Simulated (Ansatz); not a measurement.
Sc2Al (MoSi2 or CaC2 type, I4/mmm), r²SCAN (plane waves, PAW; program Ansatz), all energies at zero smearing, with the estimated change up to a 700 eV cutoff added, with one set of potentials and settings (totals compare only within such a set). Cell of 3 atoms (1 Al, 2 Sc): -4822.552 eV.

```tsv
element	reference phase	E (eV/atom)
Al	Fm-3m, 1 atoms in the cell	-540.4106
Sc	P6_3/mmc, 2 atoms in the cell	-2140.5631
```

Formation energy per atom, worked out: (-4822.552 − 1×(-540.4106) − 2×(-2140.5631))/3 = -0.338 eV/atom (-33 kJ per mol of atoms), at 0 K, without zero-point energy or fitted corrections.

A made-up cell: these elements were put on the sites of a structure type; neither database checked (COD, Materials Project) lists it. Its standing as an ambient phase is unchecked. The r²SCAN relaxation kept the symmetry of its start; its stability against distortions is not shown here. No spin polarisation was allowed. The references are the lowest solids computed at this level, not always the standard phases.

Potentials: the earlier of the program's two PAW sets.
